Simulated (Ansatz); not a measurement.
Li₂H₆Pt in space group Fm-3m (No. 225; Li on 8c, H on 24e, Pt on 4a), PBEsol (plane waves, PAW; program Ansatz): ε∞ = 4.42, cell volume 72.06 Å³. Infrared-active transverse modes:

| ω_TO (cm⁻¹) | oscillator strength S_xx (e²/amu) |
|---|---|
| 193.2 | 0.3434 |
| 851.8 | 0.1457 |
| 1847.8 | 1.242 |

Question: Compute the static dielectric constant.

Answer: Each mode adds (4.921e7/V) S/ω²: 6.28, 0.14, 0.25. So ε0 = 11.1.

The first step of the workflow began from a Materials Project structure, measured or hypothetical; the Crystallography Open Database copy checked does not list it. Its standing as an ambient phase is unchecked. The cell was relaxed with PBEsol under the symmetry of its start; of distortions, only those at the zone centre were tested. No spin polarisation was allowed. Scalar-relativistic: spin–orbit coupling is off unless named, which matters more the heavier the elements.

Potentials: the later of the program's two PAW sets.
